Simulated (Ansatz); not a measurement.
Put Ga5N in F-43m (No. 216): Ga on 16e and 4a; N on 4b.

These are results of DFT PBE, scalar-relativistic, plane waves, PAW (Ansatz), not measurements. Cutoff 420 eV, Γ-centred mesh, Gaussian smearing, no spin polarisation.

The zero of energy is the elements' standard structures at the same level (N₂ as a molecule); no fitted shifts are applied.

Question: Predict the relaxed structure.

Answer:

Space group F-43m (No. 216). a = 8.275 Å, b = 8.275 Å, c = 8.275 Å, α = 90.00°, β = 90.00°, γ = 90.00°
```csv
atom,site,symmetry,x,y,z
Ga,16e,.3m,0.8630,0.3630,0.1370
Ga,4a,-43m,0.0000,0.0000,0.0000
N,4b,-43m,0.5000,0.0000,0.0000
```

Around Ga on a site of symmetry 3m lie 1 N at 1.96 Å, 3 Ga at 2.64 Å, 3 Ga at 3.21 Å and 3 Ga at 3.41 Å; Ga on a site of symmetry -43m has 12 Ga at 3.41 Å; N is surrounded by 4 Ga at 1.96 Å. Another local minimum with the same sites may exist.

Question: And its energy and gap?

Answer: The formation energy is +0.35 eV/atom and the gap on the 8×8×8 mesh of the 6-atom cell is 0 eV (a metal). A positive value: parting into the elements would lower its energy.

The last run used Gaussian smearing of 0.10 eV. Symmetry constrained the relaxation, so the result can be a saddle point. Another cell of Ga5N relaxed alike, in P-6m2, lies 180 meV/atom lower, so this cell isn't the stable form at this level.
